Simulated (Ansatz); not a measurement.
A relaxed cell of In₃GaP₄ is given with its symmetry left out. The cell was found from a structure generator's guess, not taken from experiment.

Level of theory: Ansatz 0.2.0, DFT PBE, scalar-relativistic, plane waves, PAW. Cutoff 420 eV, Γ-centred mesh, Gaussian smearing, no spin polarisation.

```
CELL_PARAMETERS angstrom
5.84617 0.00000 0.00000
0.00000 5.84617 0.00000
0.00000 0.00000 5.84617
ATOMIC_POSITIONS crystal
In 0.00000 0.00000 0.50000
In 0.00000 0.50000 0.00000
In 0.50000 0.00000 0.00000
Ga 0.50000 0.50000 0.50000
P 0.26097 0.26097 0.26097
P 0.26097 0.73903 0.73903
P 0.73903 0.26097 0.73903
P 0.73903 0.73903 0.26097
```

Energies over the elements count from the elements' standard structures at the same level, with no fitted energy shifts. The references include black phosphorus.

Problem. Find its symmetry and describe it.

Solution. P-43m (No. 215), with In and Ga ordered on zinc blende sites. Conventional cell: a = 5.846 Å. In has 4 P at 2.57 Å; Ga has 4 P at 2.42 Å; P has 1 Ga at 2.42 Å and 3 In at 2.57 Å.

Problem. How far does it lie from the elements in energy?

Solution. −0.275 eV/atom. A negative formation energy is needed for stability but isn't enough: competing phases decide.

Problem. Is it a metal?

Solution. No, the gap on the 6×6×6 mesh is 0.62 eV.

The last run used a 6×6×6 mesh for its 8-atom cell and Gaussian smearing of 0.02 eV. Kohn–Sham gaps at this level usually fall short of measured ones. The reference form of P is held partly by dispersion forces, which this level lacks. A structure relaxed within its symmetry needn't be a true minimum.
